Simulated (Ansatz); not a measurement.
Al:
```xyz
1
Lattice="0.0000 2.0072 2.0072 2.0072 0.0000 2.0072 2.0072 2.0072 0.0000" Properties=species:S:1:pos:R:3 pbc="T T T"
Al     0.0000     0.0000     0.0000
```

Relaxed with PBEsol. Special points in fractions of this cell's reciprocal vectors: Γ (0.000, 0.000, 0.000); X (0.500, 0.000, 0.500); U (0.625, 0.250, 0.625); K (0.375, 0.375, 0.750); L (0.500, 0.500, 0.500); W (0.500, 0.250, 0.750).

Question: List the band energies nearest the Fermi level at these points for DFT-PBEsol in the program Ansatz with PAW potentials.

Answer: In eV from the Fermi level; about four levels below and three above (degenerate sets whole), none deeper than 8.9 eV; … stands for higher levels left out; points with the same levels are listed once.

```json
[
 {"k": "Γ", "below": "–", "above": "…"},
 {"k": "X", "below": "-2.97 -1.62", "above": "5.23 …"},
 {"k": "U", "below": "-1.92 -1.40 -0.37", "above": "…"},
 {"k": "L", "below": "-4.67 -4.41", "above": "…"},
 {"k": "W", "below": "-0.87 -0.87", "above": "0.12 …"}
]
```

Space group Fm-3m (fcc (Cu type)). The PBEsol relaxation kept the symmetry of its start.

Potentials: the later of the program's two PAW sets.
